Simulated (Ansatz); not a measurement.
A geometry of ZrO₂ away from equilibrium: the start of the relaxation of a relaxed ZrO2 cell, doubled along one cell vector, shaken by Gaussian noise of σ = 0.08 Å a coordinate. Calculation: r2SCAN (plane waves to 500 eV, PAW, scalar-relativistic; Ansatz, a quantum-chemistry and plane-wave program). Γ-centred k-mesh 4×7×5 on the run's cell (coarser than for final values), Fermi–Dirac smearing 0.05 eV.

```xyz
12
Lattice="7.2027 0.0000 0.0000 0.0000 3.6013 0.0000 0.0000 0.0000 5.2281" Properties=species:S:1:pos:R:3 pbc="T T T"
Zr    -0.1775     0.0271     0.0518
Zr     3.6035     0.0048    -0.0649
Zr     1.7261     1.8708     2.4596
Zr     5.2686     1.7461     2.6509
O      0.0827     1.8624     0.9040
O      3.5949     1.8342     1.1730
O     -0.0562     1.8020     3.8108
O      3.6135     1.7868     3.7245
O      1.6378     0.0335     1.6614
O      5.4232     0.0071     1.4312
O      1.6266    -0.0349     4.1930
O      5.3851    -0.1073     4.3048
```

Task: Which atoms carry the largest force, and which way does it point?

Result: 4.82 eV/Å, on O12 (atoms numbered as listed); on O12 its components are (-2.98, 0.53, -3.76).

Task: What is the pressure?

Result: +5.2 GPa, compression positive.

Task: How much energy per atom can still be gained by relaxing?

Result: 0.19 eV/atom; the path ends in P4₂/nmc (No. 137).

No spin polarisation in the result.
